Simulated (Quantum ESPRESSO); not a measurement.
Inputs of pw.x and gipaw.x (a modified build of Quantum ESPRESSO, PBE) for Si; the starting potential comes from an earlier run on another mesh:

```
&CONTROL
  calculation = 'scf'
  prefix = 'x'
  pseudo_dir = './pseudo'
  outdir = './out'
  tprnfor = .true.
/
&SYSTEM
  ibrav = 0
  nat = 2
  ntyp = 1
  ecutwfc = 40
  ecutrho = 160
  occupations = 'fixed'
  nbnd = 4
/
&ELECTRONS
  conv_thr = 1e-11
  startingpot = 'file'
/
ATOMIC_SPECIES
Si 28.085 Si.GGA_PBE-JTH.UPF
CELL_PARAMETERS angstrom
    0.000000000000     2.715470000000     2.715470000000
    2.715470000000     0.000000000000     2.715470000000
    2.715470000000     2.715470000000     0.000000000000
ATOMIC_POSITIONS crystal
Si     0.000000000000     0.000000000000     0.000000000000
Si     0.250000000000     0.250000000000     0.250000000000
K_POINTS automatic
8 8 8 1 1 1
```

```
&INPUTGIPAW
  job = 'nmr'
  prefix = 'x'
  tmp_dir = './out/'
  restart_mode = 'from_scratch'
  pawproj(1) = .true.
  use_nmr_macroscopic_shape = .false.
/
```

The cell was made here from an entry of the Crystallography Open Database (unchecked): atoms relaxed with PBE in the measured cell (PBE without dispersion, pw.x of Quantum ESPRESSO, symmetry kept).  Stability against distortions was not tested.

### Question
What does gipaw.x print for the total shieldings?

### Answer
```
     Total NMR chemical shifts in ppm: ---------------------------------------
     (adopting the Simpson convention for anisotropy and asymmetry)-----------

     Atom  1  Si  pos: (  0.000000  0.000000  0.000000)  Total sigma:         411.28
           411.2821          0.0000         -0.0000
             0.0000        411.2821          0.0000
            -0.0000          0.0000        411.2821

     Si      1    anisotropy:     -0.00    eta:    0.0000
     Si      1    sigma_11=    411.28
     Si      1    sigma_22=    411.28
     Si      1    sigma_33=    411.28

     Atom  2  Si  pos: (  0.353553  0.353553  0.353553)  Total sigma:         411.28
           411.2821          0.0000          0.0000
            -0.0000        411.2821         -0.0000
             0.0000         -0.0000        411.2821

     Si      2    anisotropy:      0.00    eta:    0.0000
     Si      2    sigma_11=    411.28
     Si      2    sigma_22=    411.28
     Si      2    sigma_33=    411.28
```
The printed anisotropy is 3/2 (σ_33 − σ_iso) in the program's own order; the axes are left out here. All sites are cubic, so the anisotropy vanishes by symmetry. These are absolute shieldings with no macroscopic susceptibility term; δ = σ_ref − σ needs a reference computed alike. By our sweeps, such settings leave a few ppm in absolute σ. No d partial waves on Si: the paramagnetic term there is incompletely reconstructed. The band gap at this level is small, which makes the paramagnetic part of σ large and sensitive to the functional.
